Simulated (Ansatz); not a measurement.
Geometry optimisation in Ansatz: input, command and trajectory.

```yaml
crystal:
  lattice:
    - [5.3162207566, 0.0, 0.0]
    - [-2.6581103783, 4.6039822273, 0.0]
    - [0.0, 0.0, 4.9612451968]
  atoms:
    - { symbol: Ta, position: [0.6668041045, 0.6668041045, 0.7527922812] }
    - { symbol: Ta, position: [0.0, 0.3331958955, 0.7527922812] }
    - { symbol: Ta, position: [0.3331958955, 0.0, 0.7527922812] }
    - { symbol: Ta, position: [0.3331958955, 0.3331958955, 0.2472077188] }
    - { symbol: Ta, position: [0.0, 0.6668041045, 0.2472077188] }
    - { symbol: Ta, position: [0.6668041045, 0.0, 0.2472077188] }
    - { symbol: "N", position: [0.6666666667, 0.3333333333, 0.5] }
    - { symbol: "N", position: [0.3333333333, 0.6666666667, 0.5] }
    - { symbol: "N", position: [0.0, 0.0, 0.0] }
basis:
  ecutwfc: 420
kpoints:
  mp_grid: { grid: [12, 12, 8] }
hamiltonian:
  xc: pbesol
scf:
  occupations: { method: gaussian, width: 0.1 }
output:
  forces: true
  stress: true
  eigenvalues: true
relax:
  adjacent_minimum: "off"
  f_tol: 0.01
  max_steps: 30
  cell: { stress_tol: 0.1, fix: [volume] }
```

```bash
ansatz run input.yaml --threads 2 --pin off --max-ram 5120MiB --backend cpu --events-out ev --progress --plain --runs-dir out
```

These are results of DFT PBEsol, scalar-relativistic, plane waves, PAW in Ansatz, not measurements.

The volume is held at 1.03 times that of the relaxed cell.

Of 4 frames 3 are shown, positions in Å and forces in eV/Å; the SCF threshold varies from step to step. Steps run on the plane waves of an earlier cell, with a Pulay correction in the pressure. The basis is chosen afresh for the last frame, the zero of the energies, and at times for earlier ones too; energy and pressure can step there, also at an unchanged geometry. Where two frames share a geometry here, they differ by under 2 meV/atom and 0.3 GPa. The mark taken_back stands on steps that the optimiser undid.

```xyz
9
Lattice="5.3162 0.0000 0.0000 -2.6581 4.6040 0.0000 0.0000 0.0000 4.9612" Properties=species:S:1:pos:R:3:forces:R:3 pbc="T T T" step=1 free_energy_over_end_meV_per_atom=0.05 pressure_GPa=-8.50
Ta    1.7724    3.0700    3.7348    0.0079    0.0137   -0.0493
Ta   -0.8857    1.5340    3.7348    0.0079   -0.0137   -0.0493
Ta    1.7713    0.0000    3.7348   -0.0158    0.0000   -0.0493
Ta    0.8857    1.5340    1.2265   -0.0079   -0.0137    0.0493
Ta   -1.7724    3.0700    1.2265   -0.0079    0.0137    0.0493
Ta    3.5449    0.0000    1.2265    0.0158    0.0000    0.0493
N     2.6581    1.5347    2.4806    0.0000    0.0000    0.0000
N     0.0000    3.0693    2.4806    0.0000    0.0000    0.0000
N     0.0000    0.0000    0.0000    0.0000    0.0000    0.0000
9
Lattice="5.3195 0.0000 0.0000 -2.6598 4.6069 0.0000 0.0000 0.0000 4.9551" Properties=species:S:1:pos:R:3:forces:R:3 pbc="T T T" step=2 free_energy_over_end_meV_per_atom=0.16 pressure_GPa=-8.38 taken_back
Ta    1.7760    3.0761    3.7239   -0.0182   -0.0315    0.0867
Ta   -0.8838    1.5307    3.7239   -0.0182    0.0315    0.0867
Ta    1.7676    0.0000    3.7239    0.0364    0.0000    0.0867
Ta    0.8838    1.5307    1.2312    0.0182    0.0315   -0.0867
Ta   -1.7760    3.0761    1.2312    0.0182   -0.0315   -0.0867
Ta    3.5520    0.0000    1.2312   -0.0364    0.0000   -0.0867
N     2.6598    1.5356    2.4775    0.0000    0.0000    0.0000
N     0.0000    3.0712    2.4775    0.0000    0.0000    0.0000
N     0.0000    0.0000    0.0000    0.0000    0.0000    0.0000
9
Lattice="5.3181 0.0000 0.0000 -2.6591 4.6056 0.0000 0.0000 0.0000 4.9577" Properties=species:S:1:pos:R:3:forces:R:3 pbc="T T T" step=4 free_energy_over_end_meV_per_atom=0.00 pressure_GPa=-8.46
Ta    1.7739    3.0725    3.7299   -0.0002   -0.0004   -0.0010
Ta   -0.8852    1.5331    3.7299   -0.0002    0.0004   -0.0010
Ta    1.7703    0.0000    3.7299    0.0005    0.0000   -0.0010
Ta    0.8852    1.5331    1.2278    0.0002    0.0004    0.0010
Ta   -1.7739    3.0725    1.2278    0.0002   -0.0004    0.0010
Ta    3.5478    0.0000    1.2278   -0.0005    0.0000    0.0010
N     2.6591    1.5352    2.4788    0.0000    0.0000    0.0000
N     0.0000    3.0704    2.4788    0.0000    0.0000    0.0000
N     0.0000    0.0000    0.0000    0.0000    0.0000    0.0000
```

It took 53 s on 2 threads of Intel(R) Xeon(R) 6975P-C (Granite Rapids), with other jobs on the host, peak memory 0.92 GiB.

Spin–orbit coupling is left out, which can shift energies with elements as heavy as these.